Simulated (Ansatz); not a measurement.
**Notes on HfH2**

```
CELL_PARAMETERS angstrom
-1.72721 1.72721 2.16571
1.72721 -1.72721 2.16571
1.72721 1.72721 -2.16571
ATOMIC_POSITIONS crystal
H 0.75000 0.25000 0.50000
H 0.25000 0.75000 0.50000
Hf 0.00000 0.00000 0.00000
```

Level: r2SCAN, no spin polarisation; 500 eV; 13×13×13 Γ-centred mesh; fermi-dirac occupations (width 0.1279 eV); Ansatz 0.2.0, fixed geometry.

**Charges.** Bader charges in e: Hf +1.61, H -0.80. In the mean Hf gives up most and H takes most.
**Electronic structure.** It is a metal, with about 0.48 states/eV a cell as the mean within 0.25 eV of the Fermi level, mostly Hf d (97 %).
**Contacts.** H–Hf at 2.04 Å: least valence density 0.36 e/Å³ and ELF 0.17 there. H–H at 2.17 Å: least valence density 0.18 e/Å³ and ELF 0.18 there. Both are smooth PAW fields, read partly inside the augmentation spheres.
**Formation energy.** -0.53 eV an atom against the elements' usual phases (free molecules for gases, crystals otherwise, with no correction for O₂ or N₂), so it is bound against them; other compounds may still compete. Relaxing would lower it.
**Stress.** The pressure is 0.3 GPa (compression positive), so with the atoms held at these fractions the cell is close to zero pressure.

Origin: a database entry at a rescaled volume.
